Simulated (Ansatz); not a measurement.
A distorted cell of Bi₂Se₃ (Bi2Te3 type, space group R-3m):

```xyz
5
Lattice="2.0722 1.1964 9.4818 -2.0722 1.1964 9.4818 0.0000 -2.3928 9.4818" Properties=species:S:1:pos:R:3 pbc="T T T"
Bi     0.0000     0.0000    11.4032
Bi     0.0000     0.0000    17.0423
Se    -0.3451    -0.3451     0.0000
Se     0.0000     0.0000     5.9884
Se     0.0000     0.0000    22.4571
```

All values below come from PBE-D3(BJ) (plane waves to 420 eV, PAW, scalar-relativistic; Ansatz, an electronic-structure program). k mesh 8×8×8 (Γ-centred), Fermi-Dirac smearing 0.05 eV. Energies are smeared free energies. Stress and pressure are positive under compression. Bi2Se3 was relaxed with its symmetry unable to fall. Spin-orbit coupling is left out, though Bi is heavy. The PAW data are Ansatz's earlier set.

Problem. Predict the force on every atom, in eV/Å.

Solution. 
```
atom      Fx      Fy      Fz
----  ------  ------  ------
Bi1   -0.423  -0.182   0.627
Bi2    0.045  -0.188  -0.416
Se3    1.177   1.167  -0.230
Se4   -0.284  -0.397  -0.086
Se5   -0.514  -0.401   0.104
```

Problem. What is the stress tensor (GPa)?

Solution. 
```
   1.30     0.69    -1.95
   0.69     1.20     0.00
  -1.95     0.00     2.65
```
The pressure, a third of the trace, is 1.71 GPa.

Problem. In it atom 3 sits (-0.345, -0.345, 0.000) Å away from its relaxed site. What is its energy relative to the relaxed cell?

Solution. 389 meV/cell.

(For displaced atoms, the force is minus the slope of the energy, and its curvature is a force constant, which sets phonon frequencies.)
